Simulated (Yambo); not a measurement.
```xyz
6
Lattice="4.2502 0.0000 0.0000 0.0000 2.2126 4.0236 0.0000 -2.2126 4.0236" Properties=species:S:1:pos:R:3 pbc="T T T"
H      2.1251     0.0000     4.4941
H      2.1251    -0.8442     2.1079
H      2.1251     0.8442     2.1079
O      2.1251     0.0000     5.4681
O      2.1251     0.0000     2.6882
Cs     0.0000     0.0000     7.9291
```

Response from Yambo on LDA (pw.x of Quantum ESPRESSO, ONCV potentials, no spin-orbit coupling) bands: 8×8×8 mesh, 55 bands, 3 Ry local-field block, 0.2 eV broadening.

**Question.** Give the static electronic dielectric constant without and with local fields along each axis.

**Answer.** 
```
field along  ε(0), independent particles  ε(0), RPA with local fields  refractive index √ε
-----------  ---------------------------  ---------------------------  -------------------
x                                   2.84                         2.53                 1.59
y                                   2.98                         2.71                 1.65
z                                   2.85                         2.56                 1.60
```
Electronic (clamped-ion) response only. LDA gaps are usually too small, which raises these values. Convergence of the RPA response with its 8×8×8 mesh was not tested. x, y and z are Cartesian axes of the cell as given.

Geometry of the Materials Project entry, not relaxed at this level.

The structure is a Materials Project entry; no match was found in the copy of COD used, and its stability was not checked.
